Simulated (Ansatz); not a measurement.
An Ansatz (an electronic-structure program) run. Input:

Ansatz 0.2 input:
```yaml
crystal:
  lattice:
    - [4.3909502264, 0.0, 0.0]
    - [0.0, 5.287328033, 0.0]
    - [-1.6523235216, 0.0, 5.9534380404]
  atoms:
    - { symbol: La, position: [0.3348443812, 0.75, 0.7014417142] }
    - { symbol: La, position: [0.6651556188, 0.25, 0.2985582858] }
    - { symbol: As, position: [0.0776469184, 0.75, 0.1427256114] }
    - { symbol: As, position: [0.9223530816, 0.25, 0.8572743886] }
    - { symbol: O, position: [0.6649694161, 0.75, 0.1176189603] }
    - { symbol: O, position: [0.335030584, 0.25, 0.8823810397] }
    - { symbol: O, position: [0.1930960765, 0.5008650322, 0.34201851] }
    - { symbol: O, position: [0.8069039235, 0.4991349678, 0.65798149] }
    - { symbol: O, position: [0.8069039235, 0.0008650322, 0.65798149] }
    - { symbol: O, position: [0.1930960765, 0.9991349678, 0.34201851] }
kpoints:
  mp_grid: { grid: [6, 5, 4] }
basis: { xc_grid: 2 }
hamiltonian:
  xc: pbesol
  pseudopotentials: { kind: paw }
scf:
  occupations: { method: fixed }
output:
  optics: { e_range: [0.0, 15.0], de: 0.05, sigma: 0.1, bands: { spectra_wanted_up_to: 12 eV } }
```

Output (shortened):

```
output.optics: the spectra are integrated over the Brillouin zone by k·p interpolation around the k-points, where levels, occupations, output.optics.sigma and …
Pseudopotential: La, paw, valence charge 11
Pseudopotential: As, paw, valence charge 15
Pseudopotential: O, paw, valence charge 6
Functional definition: PBEsol
Crystal: 10 atoms, lattice volume = 138.217 Å³
Basis set: ecut = 420 eV, 2713 PW (Γ), exchange–correlation on 60×72×90 points (8 copies of the dense FFT grid, shifted against one another)
Bands: 54, of which v1, the nominal top of the filled ones, is band 44 counted from 1 (43 counted from 0)
Symmetry: 4 space group operations
Space group: P21/m (ITA 11), of the structure as read, at distance tolerance 5.2e-5 Å
k-points: 42 of 120
SCF iter   1: F=—  HF=-25323.461486 eV  |F-HF|=—  |Δ(HF+E_count)|=         —  Δρ=1.60e-2  dr2=3.09e-1  ethr=1.77e-3  ⟨swp⟩=5.0  Hψ=7882  notcnv=0  defer=194
preconditioner: auto → Resta (q_TF=auto, 2.531 Å⁻¹)
SCF iter   2: F=—  HF=-25323.390456 eV  |F-HF|=—  |Δ(HF+E_count)|=   7.10e-2  Δρ=3.55e-3  dr2=9.78e-3  ethr=3.51e-4  ⟨swp⟩=3.1  Hψ=4198  notcnv=0  defer=328
SCF iter   3: F=—  HF=-25323.389149 eV  |F-HF|=—  |Δ(HF+E_count)|=   1.31e-3  Δρ=1.34e-3  dr2=1.85e-3  ethr=1.11e-5  ⟨swp⟩=3.4  Hψ=3611  notcnv=0  defer=336
SCF iter   4: F=—  HF=-25323.389589 eV  |F-HF|=—  |Δ(HF+E_count)|=   4.40e-4  Δρ=2.90e-4  dr2=1.03e-4  ethr=2.10e-6  ⟨swp⟩=3.2  Hψ=3549  notcnv=0  defer=336
SCF iter   5: F=—  HF=-25323.389586 eV  |F-HF|=—  |Δ(HF+E_count)|=   2.55e-6  Δρ=9.67e-5  dr2=1.03e-5  ethr=1.17e-7  ⟨swp⟩=2.0  Hψ=3923  notcnv=0  defer=328
SCF iter   6: F=—  HF=-25323.389417 eV  |F-HF|=—  |Δ(HF+E_count)|=   1.69e-4  Δρ=4.76e-5  dr2=2.70e-6  ethr=1.17e-8  ⟨swp⟩=2.0  Hψ=3372  notcnv=0  defer=254
SCF iter   7: F=—  HF=-25323.389417 eV  |F-HF|=—  |Δ(HF+E_count)|=   2.87e-7  Δρ=1.65e-5  dr2=2.86e-7  ethr=3.07e-9  ⟨swp⟩=2.0  Hψ=3508  notcnv=0  defer=205
SCF iter   8: F=—  HF=-25323.389417 eV  |F-HF|=—  |Δ(HF+E_count)|=   4.69e-8  Δρ=3.84e-6  dr2=2.03e-8  ethr=3.25e-10  ⟨swp⟩=2.0  Hψ=3301  notcnv=0  defer=205
SCF iter  11: F=-25323.389417 eV  HF=-25323.389417 eV  |F-HF|=0.00e0  |Δ(HF+E_count)|=  6.55e-11  Δρ=4.14e-8  dr2=3.14e-12  ethr=1.00e-12  ⟨swp⟩=11.1  Hψ=9581  notcnv=0
SCF 1 converged in 11 iterations: F = -25323.389417 eV  dr2 = 3.14e-12
NSCF: frozen V_eff on 42 k-points
Optics k sum: 0 of 42 k-points
Optics k sum: 3 of 42 k-points
Optics k sum: 5 of 42 k-points
Optics k sum: 7 of 42 k-points
Optics k sum: 9 of 42 k-points
Optics k sum: 11 of 42 k-points
Optics k sum: 13 of 42 k-points
Optics k sum: 15 of 42 k-points
Optics k sum: 17 of 42 k-points
Optics k sum: 19 of 42 k-points
Optics k sum: 21 of 42 k-points
Optics k sum: 24 of 42 k-points
Optics k sum: 26 of 42 k-points
Optics k sum: 28 of 42 k-points
Optics k sum: 30 of 42 k-points
Optics k sum: 32 of 42 k-points
Optics k sum: 34 of 42 k-points
Optics k sum: 36 of 42 k-points
Optics k sum: 38 of 42 k-points
Optics k sum: 40 of 42 k-points
Optics k sum: 42 of 42 k-points
Optics k sum: 0 of 42 k-points
Optics k sum: 3 of 42 k-points
Optics k sum: 5 of 42 k-points
Optics k sum: 7 of 42 k-points
Optics k sum: 9 of 42 k-points
Optics k sum: 11 of 42 k-points
Optics k sum: 13 of 42 k-points
Optics k sum: 15 of 42 k-points
Optics k sum: 17 of 42 k-points
Optics k sum: 19 of 42 k-points
Optics k sum: 21 of 42 k-points
Optics k sum: 24 of 42 k-points
Optics k sum: 26 of 42 k-points
Optics k sum: 28 of 42 k-points
Optics k sum: 30 of 42 k-points
Optics k sum: 32 of 42 k-points
Optics k sum: 34 of 42 k-points
Optics k sum: 36 of 42 k-points
Optics k sum: 38 of 42 k-points
Optics k sum: 40 of 42 k-points
Optics k sum: 42 of 42 k-points
NSCF: frozen V_eff on 1 k-points
NSCF: frozen V_eff on 1 k-points
NSCF: frozen V_eff on 1 k-points
NSCF: frozen V_eff on 1 k-points
NSCF: frozen V_eff on 1 k-points
NSCF: frozen V_eff on 1 k-points
output.optics: what the bands over the 85 summed would add to eps1, eps2 and the energy-loss function is held between a lower and an upper bound (13 Lanczos …
SCF converged after 11 iterations
Free energy (F): -25323.389417 eV
Harris-Foulkes:  -25323.389417 eV  (|F-HF|=0.00e0)
Internal energy: -25323.389417 eV  (E = F + TS)
E sigma→0 (E₀):  -25323.389417 eV
Fermi energy:    10.393549 eV
--- Per-component energies (eV) ---
  E_band       = -451.678481
  E_kinetic    = 1640.606509
  E_local      = -6258.543007  (includes V_loc(G=0)·N_el)
  E_nonlocal   = -845.262034
  E_hartree    = 2959.672905
  E_xc         = -873.348084
  E_vxc        = -1016.876321  (∫ρ·V_xc dr)
  E_paw        = -15162.873968  (= ΣΔE_a)
  E_vpaw       = 109.035902  (= ΣTr[D̂ρ^β])
  E_aug_tail   = 0.014619  (compensation charges beyond the density's cutoff)
  E_ewald      = -6786.139962
  E_core_change = 2.483604  (= ΣΔE_core)
  E_smearing   =  0.000000  (= −TS)
  E_closure    = 0.000000  (closes the sum)
  Σ components = -25323.389417   (vs F -25323.389417, Δ=0.00e0)
  [band-id]    e_kinetic+e_local+e_nonlocal+2·e_hartree+e_vxc+e_vpaw+e_augmentation_tail = -451.678521   (vs E_band -451.678481, Δ=-3.99e-5)
--- Band table (eV; the first three rows and the last of 42) ---
  k-point 0: bands = ["-25.1570", "-25.1547", "-25.1524", "-25.1488", "-25.0429", "-25.0425", "-25.0274", "-25.0257", "-24.9731", "-24.9720", "-20.5065", "-20.4176", "-9.0317", "-8.8180", "-7.7267", "-7.4422", "-7.0542", "-6.9005", "-4.3103", "-4.1418", …
  k-point 1: bands = ["-25.1569", "-25.1547", "-25.1524", "-25.1489", "-25.0429", "-25.0425", "-25.0274", "-25.0257", "-24.9730", "-24.9720", "-20.4990", "-20.4245", "-9.1030", "-8.9285", "-7.6975", "-7.2113", "-6.9662", "-6.9340", "-4.3014", "-4.1166", …
  k-point 2: bands = ["-25.1569", "-25.1547", "-25.1525", "-25.1489", "-25.0429", "-25.0425", "-25.0274", "-25.0257", "-24.9730", "-24.9720", "-20.4897", "-20.4332", "-9.1775", "-9.0075", "-7.6656", "-6.9705", "-6.9439", "-6.9350", "-4.2646", "-4.1058", …
  k-point 41: bands = ["-25.1572", "-25.1571", "-25.1487", "-25.1482", "-25.0430", "-25.0429", "-25.0264", "-25.0259", "-24.9727", "-24.9724", "-20.4369", "-20.4348", "-8.8440", "-8.7343", "-7.8362", "-7.7718", "-7.4794", "-7.3605", "-4.1772", "-4.1133", …
```

Cost: about 4 core-minutes (a rough figure) on shared cores.

Space group P2_1/m. The workflow started from a Materials Project entry (that database holds measured and hypothetical structures alike); the Crystallography Open Database copy checked does not list it. Whether it is the stable phase at ambient conditions was not checked. Symmetry was held in the PBEsol relaxation; whether a distortion lowers the energy is not shown. Spin–orbit coupling is left out wherever it is not named.

Potentials: the later of the program's two PAW sets.

Ansatz is a plane-wave DFT program.
